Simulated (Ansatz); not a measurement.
# One geometry of In3Se, one setting changed: spin–orbit coupling

Method: DFT PBE, plane waves, PAW in Ansatz 0.2.0. The atoms stay where they are, in a cell that isn't relaxed at these levels; pressure is positive in compression. “Off” is scalar-relativistic.

```xyz
4
Lattice="4.8038 0.0000 0.0000 0.0000 4.8038 0.0000 0.0000 0.0000 4.8038" Properties=species:S:1:pos:R:3 pbc="T T T"
In    0.0000    2.4019    2.4019
In    2.4019    0.0000    2.4019
In    2.4019    2.4019    0.0000
Se    0.0000    0.0000    0.0000
```

```json
{
 "plane-wave cutoff": "420 eV",
 "Γ-centred k-mesh": "10×10×10",
 "occupation rule": "Gaussian smearing, 0.1 eV"
}
```

```csv
spin–orbit coupling,gap on mesh (eV),P (GPa)
off,metal,-0.3
```

What do the runs give for on?

They give:

| spin–orbit coupling | gap on mesh (eV) | P (GPa) |
| --- | --- | --- |
| on | metal | -0.4 |